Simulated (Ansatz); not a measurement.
## Vibrations of MoS₂ (P6_3/mmc) by finite displacements

```xyz
6
Lattice="3.1222 0.0000 0.0000 -1.5611 2.7039 0.0000 0.0000 0.0000 12.0750" Properties=species:S:1:pos:R:3 pbc="T T T"
Mo    0.0000    1.8026    3.0187
Mo    1.5611    0.9013    9.0562
S     0.0000    1.8026    7.5020
S     1.5611    0.9013    1.4645
S     0.0000    1.8026   10.6105
S     1.5611    0.9013    4.5730
```

Conventional cell: a = 3.122 Å, b = 3.122 Å, c = 12.075 Å, α = 90.00°, β = 90.00°, γ = 120.00°. Mo (atom 1) has 6 S at 2.38 Å as nearest neighbours. S (atom 3) is surrounded by 3 Mo at 2.38 Å.

Level of theory, where no other is named: LDA, all-electron LAPW in Ansatz 0.2.0, scalar-relativistic. k mesh 8×8×2, fixed occupations, basis error target 1 meV/atom. The cell was relaxed by PAW under this functional, which moved its volume by -5 % from the database entry's.

Atoms are displaced by 0.01 Å in the primitive cell, which gives the zone-centre modes alone. Negative values stand for unstable modes. The zone centre has no LO-TO term.

Is the structure dynamically stable at these wave vectors?

Yes, no mode is unstable there; wave vectors off this mesh aren't tested.

How do the optical zone-centre modes decompose, and which are active?

Point group 6/mmm: Γ_opt = 2E2g + 2B1g + E2u + E1g + E1u + B2u + A1g + A2u.

| label | cm⁻¹ | activity | mostly |
| --- | --- | --- | --- |
| E2g | 35.3 | Raman | Mo (60 %) |
| B1g | 55.6 | silent | Mo (61 %) |
| E2u | 288.1 | silent | S (100 %) |
| E1g | 290.6 | Raman | S (100 %) |
| E2g | 388.8 | Raman | S (60 %) |
| E1u | 389.2 | IR | S (60 %) |
| B2u | 409.4 | silent | S (100 %) |
| A1g | 413.8 | Raman | S (100 %) |
| A2u | 471.1 | IR | S (60 %) |
| B1g | 475.0 | silent | S (61 %) |

How well do frozen-core PAW files reproduce these all-electron values?

With a cutoff of 420 eV and displacements of 0.0025 Å, the r.m.s. difference over the modes is 0.2 cm⁻¹; the largest difference is 474.7 (PAW) against 475.0 cm⁻¹ (LAPW).

The cell is scaled evenly to 98.879 and 104.995 Å³ (from 101.937), with free atoms relaxed and the shape held, so these aren't the values under hydrostatic pressure. What are the mode Grüneisen parameters γ = −d ln ω/d ln V?

For the highest mode, 480.3 cm⁻¹ in the small cell and 469.9 in the large one give γ ≈ 0.36. From the change of the dynamical matrix on each mode:

```
point   cm⁻¹     γ
Gamma   35.3  4.43
Gamma   55.6  5.33
Gamma  288.1  0.31
Gamma  290.6  0.39
Gamma  388.8  0.38
Gamma  389.2  0.39
Gamma  409.4  0.17
Gamma  413.8  0.31
Gamma  471.1  0.31
Gamma  475.0  0.36
```

Linear response on PAW files adds the field. What are the dielectric tensor, the Born charges and the LO shift?

ε∞ = (15.42, 15.42, 7.36) along x, y, z with local fields. Born charges (xx, yy, zz): Mo1 (-1.16, -1.16, -0.84); Mo2 (-1.16, -1.16, -0.84); S3 (0.58, 0.58, 0.42); S4 (0.58, 0.58, 0.42); S5 (0.58, 0.58, 0.42); S6 (0.58, 0.58, 0.42). For q along x the macroscopic field gives longitudinal modes at 391.8 (from 389.0) cm⁻¹. For q along z the macroscopic field gives longitudinal modes at 473.3 (from 470.7) cm⁻¹. Without the field the optical modes lie at 35.3 (E2g), 55.6 (B1g), 287.8 (E2u), 290.4 (E1g), 388.5 (E2g), 389.0 (E1u), 409.3 (B2u), 413.6 (A1g), 470.7 (A2u), 474.6 (B1g) cm⁻¹. With the ions free to follow the field, the program's ε₀ is (15.65, 15.65, 7.44).

Limits of these numbers: no dispersion correction, so the spacing and stiffness between layers or molecules are poor; zone-boundary modes aren't tested; the frozen-core PAW files of the compared runs were fitted under PBE, their cores solved anew for this functional; field response not resolved by the mesh; semilocal gaps are low, and ε∞ tends to come out large.
